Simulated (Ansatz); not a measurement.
Sb2Os in Ansatz, settings compared

The command:

```bash
ansatz run input.yaml --threads 1 --pin off --max-ram 2560MiB --backend cpu --events-out ev --progress --plain --runs-dir out
```

The input file (Ansatz 0.2.0, plane waves):

```yaml
crystal:
  lattice:
    - [5.93131206, 0.0, 0.0]
    - [0.0, 6.6762827, 0.0]
    - [0.0, 0.0, 3.20561006]
  atoms:
    - { symbol: Os, position: [0.0, 0.0, 0.0] }
    - { symbol: Os, position: [0.5, 0.5, 0.5] }
    - { symbol: Sb, position: [0.1848, 0.3596, 0.0] }
    - { symbol: Sb, position: [0.8152, 0.6404, 0.0] }
    - { symbol: Sb, position: [0.6848, 0.1404, 0.5] }
    - { symbol: Sb, position: [0.3152, 0.8596, 0.5] }
  symmetry: { tolerance: 0.0003 }
kpoints:
  mp_grid: { grid: [3, 3, 6], shift: [0, 0, 0] }
magnetization:
  spin_polarized: false
scf:
  occupations: { method: fermi_dirac }
hamiltonian:
  pseudopotentials: { kind: paw }
  xc: r2scan
basis:
  ecutwfc: 500
output:
  forces: true
  stress: true
  eigenvalues: true
```

Origin of the cell: a database entry, scaled a little.

The smearing width isn't typed, so it takes its default of 0.1 eV.

Output of this run (shortened):

```
Pseudopotentials: kind: paw
Pseudopotential: Os, paw, valence charge 16, recommended cutoff 500 eV (meta_gga), Os.paw.azcp
Pseudopotential: Sb, paw, valence charge 15, recommended cutoff 500 eV (meta_gga), Sb.paw.azcp
Functional definition: r2SCAN
  exchange = r2scan_x(k0 = k0, k1 = k1, a1 = a1)
  correlation = r2scan_c
Crystal: 6 atoms, lattice volume = 126.939 Å³
Basis set: ecut = 500 eV, 3211 PW (Γ), exchange–correlation on 180×200×96 points (64 copies of the dense FFT grid, shifted against one another)
Bands: 56, of which v1, the nominal top of the filled ones, is band 46 counted from 1 (45 counted from 0)
Symmetry: 8 space group operations
Space group: Pnnm (ITA 58), of the structure as read, at distance tolerance 1.5e-3 Å
[… 7 lines left out …]
Initial density: superposition of atomic densities (neutral atoms: chi_scale 0, normalization atom), corrected by the library's trained network
Functional: x = r2scan, c = r2scan; τ floored in thin density (d = 2e-4 eV/Å³)
SCF iter   1: F=—  HF=-48791.979945 eV  Δρ=9.21e-3  dr2=1.61e-1  dr2_τ=1.26e-1
SCF iter   2: F=—  HF=-48792.052908 eV  Δρ=3.88e-3  dr2=9.67e-3  dr2_τ=9.87e-3  defer=31
SCF iter   3: F=—  HF=-48792.056360 eV  Δρ=2.19e-3  dr2=3.36e-3  dr2_τ=2.68e-4  defer=15
SCF iter   4: F=—  HF=-48792.057227 eV  Δρ=6.59e-4  dr2=3.58e-4  dr2_τ=1.41e-5  defer=15
SCF iter   5: F=—  HF=-48792.057323 eV  Δρ=9.50e-5  dr2=1.32e-5  dr2_τ=1.91e-7  defer=15
SCF iter   6: F=—  HF=-48792.057327 eV  Δρ=2.07e-5  dr2=9.85e-7  dr2_τ=5.31e-8  defer=15
SCF iter   7: F=-48792.057327 eV  HF=-48792.057327 eV  Δρ=3.15e-6  dr2=1.25e-8  dr2_τ=9.54e-10
SCF 1 converged in 7 iterations: F = -48792.057327 eV  dr2 = 1.25e-8
SCF converged after 7 iterations
Free energy (F): -48792.057327 eV
Harris-Foulkes:  -48792.057327 eV  (|F-HF|=6.46e-9)
Internal energy: -48792.051340 eV  (E = F + TS)
E sigma→0 (E₀):  -48792.054333 eV
Entropy (-TS):   -0.005987 eV (-0.998 meV/atom)
Fermi energy:    15.292391 eV
--- Per-component energies (eV) ---
  E_band       = -861.255335
  E_kinetic    = 1966.502570
  E_local      = -8026.947454  (includes V_loc(G=0)·N_el)
  E_nonlocal   = 1457.512689
  E_hartree    = 3600.124838
  E_xc         = -1019.120228
  E_vxc        = -1044.356758  (∫ρ·V_xc dr)
  E_paw        = -36496.477152  (= ΣΔE_a)
  E_vpaw       = -2478.486395  (= ΣTr[D̂ρ^β])
  E_aug_tail   = -0.000296  (compensation charges beyond the density's cutoff)
  E_vtau       = 64.272560  (kinetic-family band-sum trace: ∫τ·v_τ [+ j·A + Jᵃ·Aᵃ] dr)
  E_ewald      = -10274.900429
  E_core_change = 1.254122  (= ΣΔE_core)
  E_smearing   = -0.005987  (= −TS)
  Σ components = -48792.057327   (vs F -48792.057327, Δ=0.00e0)
--- Forces (eV/Å), atoms counted from 1 ---
  atom   1  Os     0.000000     0.000000     0.000000
  atom   2  Os     0.000000     0.000000     0.000000
  atom   3  Sb    -0.414343    -0.118692     0.000000
  atom   4  Sb     0.414343     0.118692     0.000000
  atom   5  Sb    -0.414343     0.118692     0.000000
  atom   6  Sb     0.414343    -0.118692     0.000000
  max |Σ_I F_I| component: 0.00e0 eV/Å
--- Stress (GPa, compression-positive) ---
        4.641462       0.000000       0.000000
        0.000000       2.933229       0.000000
        0.000000       0.000000       4.655921
  P = ⅓ Tr σ = 4.0769 GPa (40.769 kbar)
```

The same input was run again with these changes:

1. `scf.n_extra_bands` default → 32; `kpoints.mp_grid.grid` [3, 3, 6] → [1, 1, 2]
2. `scf.algorithm` default → direct_min
3. `basis.ecutwfc` 500 → "700 eV"

```
 run        end  SCF iterations  P (GPa)  max force component (eV/Å)  gap on mesh (eV)  moment (μB)  ΔE(σ→0) (meV/atom)
base  converged               7     4.08                       0.414              0.73            –                   0
   1  converged               8     4.90                       0.349              1.75            –             -236.49
   2  converged               6     4.08                       0.414              0.73            –                0.00
   3  converged               7     4.07                       0.414              0.73            –               -1.04
```

Energies are compared only where functional, datasets, charge and starting cell are the same.

Not properties of the system: run 1 (too coarse or loose: `kpoints.mp_grid.grid` = [1, 1, 2]).

Caveats of the base run: no spin-orbit coupling, though heavy elements are present.

The base run ran for 14 s on 1 thread of Arm Neoverse V2, on a shared host, peak memory 0.65 GiB, from the program's own first density.
